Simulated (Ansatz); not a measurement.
BeS (rock salt), relaxed with HSE06 (Ansatz, a first-principles code, plane waves, PAW): a = 4.6081 Å, b = 4.6081 Å, c = 4.6081 Å, α = 90.00°, β = 90.00°, γ = 90.00°.

```
Quantity              Result
--------------------  ------
gap (eV)                1.74
B₀ by P(V) fit (GPa)     115
```

### Question
The same phase is relaxed and computed with r²SCAN in the same code. What are the cell and these values now?

### Answer
a = 4.6343 Å, b = 4.6343 Å, c = 4.6343 Å, α = 90.00°, β = 90.00°, γ = 90.00°.

- gap (eV) = 1.33
- B₀ by P(V) fit (GPa) = 111

Constructed cells (a structure type filled with these elements, in neither database checked): BeS, rock salt. Unstable at this level: BeS, rock salt with r²SCAN. All cells were relaxed under the symmetry of their starts (and spin orders); stability against distortions was not tested throughout.

Potentials: the later of the program's two PAW sets.

Ansatz is a plane-wave DFT program.
